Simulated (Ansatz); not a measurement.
MgB$_{2}$ in space group P6/mmm (No. 191; Mg on 1a, B on 2d) under volume change, the program Ansatz at the PBE level (PAW), shape and atoms relaxed at each volume.

```
V (Å³/atom)  E − E(relaxed) (meV/atom)  P (GPa)
-----------  -------------------------  -------
8.764                             40.0    15.87
9.053                             17.0     9.86
9.342                              4.0     4.60
9.631                              0.0    -0.02
9.920                              [?]      [?]
10.209                             [?]      [?]
10.498                            30.7   -10.60
```

**Question.** Complete the blanks.

**Answer.** 
- 10.209, E − E(relaxed) (meV/atom): 14.3
- 10.209, P (GPa): -7.56
- 9.920, E − E(relaxed) (meV/atom): 3.7
- 9.920, P (GPa): -4.05

**Question.** What does a third-order Birch–Murnaghan fit give for V₀, B₀ and B′?

**Answer.** V₀ = 9.63 Å³/atom, B₀ = 143 GPa, B′ = 3.5.

The cell was relaxed with PBE under the symmetry of its start.

Potentials: the later of the program's two PAW sets.
